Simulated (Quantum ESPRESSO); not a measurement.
# Strain and stress in Mg2ZnCaO4

These are calculations, not measurements. They come from pw.x of Quantum ESPRESSO 7.5, a plane-wave density functional program, with PseudoDojo standard norm-conserving files (v0.5 for PBE, v0.4.1 for LDA and PBEsol). The cells are made up: elements, strain and atom displacements were drawn at random, and nothing was relaxed. There is no spin polarisation, spin-orbit coupling or dispersion term.

The cell has 8 sites of a rocksalt lattice. Sites 1 to 4 hold Mg Mg Zn Ca; sites 5 to 8 hold O O O O. Cell vectors in Å: (4.442, 0.000, 0.000); (0.000, 4.442, 0.000); (0.000, 0.000, 4.413). Settings: PBE, cutoff 1143 eV, 4 x 4 x 4 k mesh shifted by half a step, Fermi-Dirac smearing of 0.025 eV.

Each run adds the same strain along x and y to one cell, with the atoms carried along; the vectors above are those of run 4. Stress is positive in tension and P is minus a third of its trace. E is the free energy for each atom above the lowest run shown.

```
run,strain (%),s_xx (GPa),s_yy (GPa),s_zz (GPa),s_xy (GPa),P (GPa),E (meV/atom)
1,-2.08,-14.07,-14.19,-8.59,0.25,12.28,32.14
2,-1.76,-12.58,-12.69,-7.94,0.24,11.07,26.50
4,0.65,-3.03,-3.07,-3.34,0.14,3.15,1.99
5,1.31,-0.89,-0.90,-2.17,0.11,1.32,0.20
6,1.63,0.09,0.09,-1.62,0.10,0.48,0.00
7,2.14,1.56,1.58,-0.75,0.09,-0.80,0.55
3,-1.17,?,?,?,?,?,?
```

A rerun of one of these cells at 1437 eV and k mesh 6 x 6 x 6 moved values by no more than 0.002 eV in the cell's energy, 0.05 GPa in stress and 0.006 eV/Å in force.

## Worked fit

A parabola through the six runs shown gives s_xx = -5.35 + 3.71 e - 0.227 e² GPa, with e in per cent and a scatter of 0.02 GPa. The slope is a stiffness of 371 ± 3 GPa for each unit of this strain at e = 0, the sum of the responses of s_xx to strain along x and along y. The atoms are clamped, and relaxing them would in general lower it. The error is the larger of the fit's own and the change that a cubic makes, rounded up.

## Withheld run

Question: what s_xx should run 3 give?

The fit gives -10.00 GPa. The calculation gave -9.96 GPa.

```
run,strain (%),s_xx (GPa),s_yy (GPa),s_zz (GPa),s_xy (GPa),P (GPa),E (meV/atom)
3,-1.17,-9.96,-10.06,-6.76,0.21,8.93,17.64
```